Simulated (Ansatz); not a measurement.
BaTiO3:
```xyz
5
Lattice="0.0000 2.8291 -2.8395 0.0000 2.8291 2.8395 3.9498 0.0000 0.0000" Properties=species:S:1:pos:R:3 pbc="T T T"
Ba     0.0000     2.8291    -2.8181
Ti     1.9749     2.8291     0.0939
O      1.9749     4.2183     1.3392
O      1.9749     1.4398     1.3392
O      0.0000     2.8291    -0.0684
```

PBEsol in the plane-wave PAW code Ansatz gives a gap of 2.15 eV without spin–orbit coupling, maximum at T, minimum at Γ.

### Question
What happens when spin–orbit coupling is switched on?

### Answer
The gap stays essentially unchanged, to 2.15 eV; maximum at T, minimum at Γ.

### Question
Give the electron effective mass with spin–orbit coupling.

### Answer
0.47, 0.77, 1.1 mₑ (principal values).

Space group Amm2. This is a known low-temperature phase of the composition, computed here at zero pressure and temperature. The PBEsol relaxation kept the symmetry of its start; whether a distortion lowers the energy is not shown. The run is not spin-polarised.

Potentials: the earlier of the program's two PAW sets. The files were generated under PBE; for other functionals the program regenerates the frozen cores, and for LDA and PBEsol the local potential too.
